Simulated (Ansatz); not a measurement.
TaGe$_{2}$:
```xyz
3
Lattice="-1.6993 1.6993 4.2742 1.6993 -1.6993 4.2742 1.6993 1.6993 -4.2742" Properties=species:S:1:pos:R:3 pbc="T T T"
Ta     0.0000     0.0000     0.0000
Ge     0.0000     0.0000     2.8760
Ge     0.0000     0.0000     5.6725
```

Relaxed with PBE. Special points in fractions of this cell's reciprocal vectors: Γ (0.000, 0.000, 0.000); X (0.000, 0.000, 0.500); P (0.250, 0.250, 0.250); N (0.000, 0.500, 0.000); M (0.500, 0.500, -0.500); S (0.290, 0.710, -0.290); S0 (-0.290, 0.290, 0.290); R (-0.079, 0.079, 0.500); G (0.500, 0.500, -0.079).

Task: List the band energies nearest the Fermi level at these points for PBE (plane waves, PAW; program Ansatz).

Result: In eV from the Fermi level; about four levels below and three above (degenerate sets whole), none deeper than 8.9 eV; points with the same levels are listed once.

```tsv
k	below	above
Γ	-4.66 -1.48 -1.39 -1.39	2.24 2.71 3.83 3.83
X	-4.53 -3.41 -1.79 -0.67	2.85 3.59 4.08
P	-4.89 -4.89 -2.15 -1.20 -1.20	0.13 4.08 4.48
N	-4.51 -3.76 -1.16 -1.12	1.38 3.65 3.66
M	-1.73 -0.78	0.05 0.05 0.82 0.82
S	-6.19 -1.54 -1.44 -1.11	1.44 3.01 3.88
R	-3.58 -3.57 -1.67 -1.03	2.24 3.44 3.48
```

Space group I4/mmm (MoSi2 or CaC2 type). The cell is a constructed one: a structure type filled with these elements; neither database checked (COD, Materials Project) lists it. COD files the formula under space group No. 180, so this cell is another polymorph or a model. Its standing as an ambient phase is unchecked. The PBE relaxation kept the symmetry of its start; whether a distortion lowers the energy is not shown. No spin polarisation was allowed. Spin–orbit coupling is left out wherever it is not named.

Potentials: the later of the program's two PAW sets.
